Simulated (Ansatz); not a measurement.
Input and command of a calculation in Ansatz (plane waves; scalar-relativistic PAW potentials unless the input names others):

```yaml
crystal:
  lattice:
    - [-0.3337614672, 4.4843356329, 4.4843356329]
    - [4.1505741657, 0.0, 4.1505741657]
    - [4.1505741657, 4.1505741657, 0.0]
  atoms:
    - { symbol: Na, position: [0.2626966287, 0.2457677904, 0.2457677904] }
    - { symbol: Sr, position: [0.7459582745, 0.7513472418, 0.7513472418] }
    - { symbol: "Y", position: [0.496372111, 0.5012092963, 0.5012092963] }
    - { symbol: W, position: [-0.0011405813, 0.0003801938, 0.0003801938] }
    - { symbol: O, position: [0.7642258078, 0.23810943, 0.2313369883] }
    - { symbol: O, position: [0.2344787146, 0.7607487305, 0.7708492228] }
    - { symbol: O, position: [0.7642258078, 0.7663277739, 0.23810943] }
    - { symbol: O, position: [0.2344787146, 0.2339233321, 0.7607487305] }
    - { symbol: O, position: [0.2344787146, 0.7708492228, 0.2339233321] }
    - { symbol: O, position: [0.7642258078, 0.2313369883, 0.7663277739] }
basis:
  ecutwfc: 420
kpoints:
  mp_grid: { grid: [6, 6, 6] }
hamiltonian:
  xc: pbe
scf:
  occupations: { method: tetrahedron }
  mixing: { algorithm: anderson, beta: 0.3 }
output:
  forces: true
  eigenvalues: true
  stress: true
```

```bash
ansatz run input.yaml --threads 2 --pin off --max-ram 3584MiB --backend cpu --events-out ev --progress --plain --runs-dir out
```

Abridged log:
```
Warning: output.forces, output.stress, relax.cell or npt_langevin: where a Kohn–Sham band that disperses or a degenerate level is filled in part under the method tetrahedron, the forces or the stress that this run publishes need not agree with its energy (scf.occupations.method in the input reference, under Limitations); prefer a smearing scheme for the forces or the stress
Pseudopotentials: kind: paw
Pseudopotential: Na, paw, valence charge 9, recommended cutoff 420 eV (normal)
Pseudopotential: Sr, paw, valence charge 10, recommended cutoff 420 eV (normal)
Pseudopotential: Y, paw, valence charge 11, recommended cutoff 420 eV (normal)
Pseudopotential: W, paw, valence charge 14, recommended cutoff 420 eV (normal)
Pseudopotential: O, paw, valence charge 6, recommended cutoff 420 eV (normal)
Functional definition: PBE
Crystal: 10 atoms, lattice volume = 160.255 Å³
Basis set: ecut = 420 eV, 3173 PW (Γ), exchange–correlation on 90×80×80 points (8 copies of the dense FFT grid, shifted against one another)
Bands: 50, of which v1, the nominal top of the filled ones, is band 40 counted from 1 (39 counted from 0)
Symmetry: 3 space group operations
Space group: R3 (ITA 146), of the structure as read, at distance tolerance 5.4e-5 Å
k-points: 40 of 216 (time reversal used)
Initial density: superposition of atomic densities (neutral atoms: chi_scale 0, normalization atom), corrected by the library's trained network
Initial wavefunctions: pseudopotential atomic-orbital guess
Functional: x = pbe(κ = 0.804, μ = 0.21951497), c = pbe(β = 0.06672455)
SCF iter   1: F=—  HF=-22679.086248 eV  |F-HF|=—  |Δ(HF+E_count)|=         —  Δρ=1.79e-3  dr2=6.57e-3  ethr=1.77e-3  ⟨swp⟩=8.3  Hψ=9207  notcnv=0  defer=1
SCF iter   2: F=—  HF=-22679.089949 eV  |F-HF|=—  |Δ(HF+E_count)|=   3.70e-3  Δρ=1.02e-3  dr2=1.45e-3  ethr=8.21e-6  ⟨swp⟩=3.0  Hψ=4772  notcnv=0  defer=189  κ⁻¹=1.0e0(r=1)
SCF iter   3: F=—  HF=-22679.090203 eV  |F-HF|=—  |Δ(HF+E_count)|=   2.55e-4  Δρ=6.83e-4  dr2=6.96e-4  ethr=1.81e-6  ⟨swp⟩=2.1  Hψ=2026  notcnv=0  defer=189  κ⁻¹=4.0e-2(r=2)
SCF iter   4: F=—  HF=-22679.090490 eV  |F-HF|=—  |Δ(HF+E_count)|=   2.87e-4  Δρ=2.65e-4  dr2=1.85e-4  ethr=8.70e-7  ⟨swp⟩=2.8  Hψ=2719  notcnv=0  defer=189  κ⁻¹=1.5e-3(r=3)
SCF iter   5: F=—  HF=-22679.090541 eV  |F-HF|=—  |Δ(HF+E_count)|=   5.07e-5  Δρ=1.28e-4  dr2=3.24e-5  ethr=2.31e-7  ⟨swp⟩=3.1  Hψ=2971  notcnv=0  defer=189  κ⁻¹=4.7e-4(r=4)
SCF iter   6: F=—  HF=-22679.090645 eV  |F-HF|=—  |Δ(HF+E_count)|=   1.04e-4  Δρ=9.74e-5  dr2=8.41e-6  ethr=4.05e-8  ⟨swp⟩=2.6  Hψ=2705  notcnv=0  defer=189  κ⁻¹=6.8e-5(r=5)
SCF iter   7: F=—  HF=-22679.090653 eV  |F-HF|=—  |Δ(HF+E_count)|=   7.96e-6  Δρ=3.34e-5  dr2=1.58e-6  ethr=1.05e-8  ⟨swp⟩=3.0  Hψ=3268  notcnv=0  defer=189  κ⁻¹=1.8e-6(r=6)
SCF iter   8: F=—  HF=-22679.090653 eV  |F-HF|=—  |Δ(HF+E_count)|=   1.03e-7  Δρ=1.65e-5  dr2=5.60e-7  ethr=1.98e-9  ⟨swp⟩=3.1  Hψ=3302  notcnv=0  defer=189  κ⁻¹=4.9e-7(r=7)
SCF iter   9: F=-22679.090653 eV  HF=-22679.090653 eV  |F-HF|=4.87e-10  |Δ(HF+E_count)|=   8.14e-8  Δρ=3.94e-6  dr2=1.52e-8  ethr=1.25e-10  ⟨swp⟩=6.4  Hψ=9561  notcnv=0
SCF 1 converged in 9 iterations: F = -22679.090653 eV  dr2 = 1.52e-8
SCF converged after 9 iterations
Stability not checked: this state was not tested for a lower state beside it, because cold or Methfessel-Paxton smearing, or corrected tetrahedra, fill the levels in a way that the test cannot read (fill_not_monotonic; see scf.lower_state_search)
Free energy (F): -22679.090653 eV
Harris-Foulkes:  -22679.090653 eV  (|F-HF|=4.87e-10)
Internal energy: -22679.090653 eV  (E = F + TS)
E sigma→0 (E₀):  -22679.090653 eV
Fermi energy:    6.313206 eV
--- Forces (eV/Å), atoms counted from 1 ---
  atom   1  Na     0.10173111    -0.10173111    -0.10173111
  atom   2  Sr    -0.18875994     0.18875994     0.18875994
  atom   3  Y      0.15879477    -0.15879477    -0.15879477
  atom   4  W     -0.37639067     0.37639067     0.37639067
  atom   5  O     -1.40159044     0.30223025     0.33297971
  atom   6  O      1.55509254    -0.39781116    -0.38853370
  atom   7  O     -0.30223025     0.33297971     1.40159044
  atom   8  O      0.39781116    -0.38853370    -1.55509254
  atom   9  O      0.38853370    -1.55509254    -0.39781116
  atom  10  O     -0.33297971     1.40159044     0.30223025
--- Stress (GPa, compression-positive) ---
      -14.759857       4.893561       4.893561
        4.893561     -14.759857      -4.893561
        4.893561      -4.893561     -14.759857
  P = ⅓ Tr σ = -14.7599 GPa (-147.599 kbar)
```

Apart from outputs and empty bands, the input differs from a reference run on usual settings in scf.mixing.algorithm: not typed → "anderson"; scf.mixing.beta: not typed → 0.3; scf.occupations.width: 0.02 → not typed; scf.occupations.method: "gaussian" → "tetrahedron". The reference, at the same geometry (not necessarily relaxed), gave pressure -14.76 GPa, largest force 1.651 eV/Å, gap on the mesh 1.90 eV. This run converged in 9 SCF iterations (reference: 9) with an energy at zero smearing within 0.01 meV/atom of the reference's, pressure -14.76 GPa, largest force 1.652 eV/Å, gap on the mesh 1.90 eV.

Time: 28 s on 2 threads of Arm Neoverse N1 (shared host), peak memory 0.56 GiB.